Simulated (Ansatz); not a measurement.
Relaxed-ion elastic tensor of MoSe$_{2}$ in space group P6_3/mmc (No. 194; Mo on 2d, Se on 4f) in GPa (Voigt order), plane-wave PAW PBE+D3(BJ) (Ansatz code); density 7.12 g/cm³, 19.74 Å³ per atom.

```
 185  40.9  13.1   0.0   0.0   0.0
40.9   185  13.1   0.0   0.0   0.0
13.1  13.1  64.7   0.0   0.0   0.0
 0.0   0.0   0.0  22.2   0.0   0.0
 0.0   0.0   0.0   0.0  22.2   0.0
 0.0   0.0   0.0   0.0   0.0  72.2
```

Question: Is the crystal mechanically stable?

Answer: Yes: the smallest eigenvalue of C is 22.2 GPa.

Question: Work out the Voigt, Reuss and Hill averages.

Answer: K_V = 63.3, K_R = 47.1, K_H = 55.2; G_V = 47.8, G_R = 34.6, G_H = 41.2 GPa.

Question: Give Young's modulus, Poisson's ratio, Pugh's ratio and the universal anisotropy index.

Answer: E = 9KG/(3K + G) = 99.0 GPa; ν = 0.20; K/G = 1.34 (brittle by the Pugh limit of 1.75); A_U = 5G_V/G_R + K_V/K_R − 6 = 2.26.

Question: Estimate the sound speeds and the Debye temperature.

Answer: v_l = √((K + 4G/3)/ρ) = 3930 m/s, v_t = √(G/ρ) = 2410 m/s, mean 2660 m/s; Θ = (h/k)(3n/4πV)^(1/3) v_m = 293 K.

Question: Solve the Christoffel equation for the three sound speeds along x, y, z.

Answer: Eigenvalues of C_ijkl n_j n_l equal ρv². In km/s, slowest first: x 1.76, 3.18, 5.10; y 1.76, 3.18, 5.10; z 1.76, 1.76, 3.01.

Question: How much does each axis shrink under pressure?

Answer: Linear compressibilities β_i = Σ_j S_ij (j = 1 to 3): x 3.6, y 3.6, z 14 per TPa.

The cell was relaxed with PBE+D3(BJ) under the symmetry of its start; phonons on a q-mesh show no instability. No spin polarisation was allowed.

Potentials: the later of the program's two PAW sets.
